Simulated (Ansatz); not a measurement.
This cell of Nb (bcc, W type) is off equilibrium:

```
CELL_PARAMETERS angstrom
     -1.67855     1.67855     1.67855
      1.67855    -1.67855     1.67855
      1.67855     1.67855    -1.67855
ATOMIC_POSITIONS crystal
  Nb 0.00000 0.00000 0.00000
```

Calculation: r2SCAN (plane waves to 500 eV, PAW, scalar-relativistic; Ansatz, an electronic-structure program). k mesh 20×20×20 (Γ-centred), Fermi-Dirac smearing 0.05 eV. The energy includes the smearing's −TS. Compression counts positive. Nb is run without spin polarisation. Nb was relaxed with its symmetry unable to fall. The PAW data are Ansatz's earlier set.

**Question.** What is the stress tensor (GPa)?

**Answer.** 
```
   -7.7      0.0      0.0
    0.0     -7.7      0.0
    0.0      0.0     -7.7
```
The pressure, a third of the trace, is -7.7 GPa.

**Question.** It is the relaxed cell scaled evenly to V/V₀ = 1.050, atoms relaxed where free. What is its energy relative to the relaxed cell?

**Answer.** 23 meV/atom.

(A scan under strain: stresses follow from slopes of the energy per volume, elastic moduli from its curvatures.)
